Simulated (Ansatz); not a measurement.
Given:

ZrMo:
```yaml
crystal:
  lattice:
    - [1.59073, -5.94446, 0.00000]
    - [1.59073, 5.94446, 0.00000]
    - [0.00000, 0.00000, 4.02351]
  atoms:
    - { symbol: Zr, position: [0.66949, 0.33051, 0.25000] }
    - { symbol: Mo, position: [0.94056, 0.05944, 0.25000] }
    - { symbol: Zr, position: [0.33051, 0.66949, 0.75000] }
    - { symbol: Mo, position: [0.05944, 0.94056, 0.75000] }
```

This is the PBEsol-relaxed structure.

**Question.** All from PBEsol in the plane-wave PAW code Ansatz, unless another level is named. Estimate the formation energy from the elements (no fitted shifts).

**Answer.** 0.24 eV/atom.

**Question.** What about the density of states at the Fermi level?

**Answer.** 1.0 states/eV per atom (mean over ±0.08 eV).

Space group Cmcm. The start of the workflow was typed in or built on a structure type; neither database checked (COD, Materials Project) lists it. Its standing as an ambient phase is unchecked. Symmetry was held in the PBEsol relaxation; its stability against distortions is not shown here. The run is not spin-polarised. Its formation energy is positive at this level, so the cell may be metastable or incomplete. The references are the lowest solids computed at this level, not always the standard phases. Spin–orbit coupling is left out wherever it is not named.

Potentials: the later of the program's two PAW sets.
